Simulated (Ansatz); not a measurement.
Cu:
```
CELL_PARAMETERS angstrom
      2.48206     0.00000     0.00000
     -1.24103     2.14952     0.00000
      0.00000     0.00000     8.16159
ATOMIC_POSITIONS crystal
  Cu 0.00000 0.00000 0.00000
  Cu 0.00000 0.00000 0.50000
  Cu 0.33333 0.66667 0.25000
  Cu 0.66667 0.33333 0.75000
```

Relaxed with LDA. Special points in fractions of this cell's reciprocal vectors: Γ (0.000, 0.000, 0.000); M (0.500, 0.000, 0.000); K (0.333, 0.333, 0.000); A (0.000, 0.000, 0.500); L (0.500, 0.000, 0.500); H (0.333, 0.333, 0.500).

Question: List the band energies nearest the Fermi level at these points for plane-wave PAW LDA (Ansatz code).

Answer: In eV from the Fermi level; about four levels below and three above (degenerate sets whole), none deeper than 8.9 eV; points with the same levels are listed once.

```tsv
k	below	above
Γ	-2.11 -2.11 -1.79 -1.79 -1.37	3.99 12.87 12.87
M	-1.64 -1.63 -1.62 -0.83	0.23 0.99 1.57
K	-1.98 -1.91 -1.91 -1.83	3.36 3.36 3.63
A	-1.92 -1.92 -1.92 -1.92	7.16 7.16 19.41 19.41
L	-1.64 -1.64 -0.03 -0.03	1.35 1.35 5.40 5.40
H	-1.90 -1.90 -1.80 -1.80	3.52 3.52 3.86 3.86
```

Space group P6_3/mmc (dhcp (α-La type)). The workflow started from a Materials Project entry (that database holds measured and hypothetical structures alike); the Crystallography Open Database copy checked does not list it. It is not the phase usual at ambient conditions (space group No. 225). Symmetry was held in the LDA relaxation; of distortions, only those at the zone centre were tested. The run is not spin-polarised.

Potentials: the earlier of the program's two PAW sets.
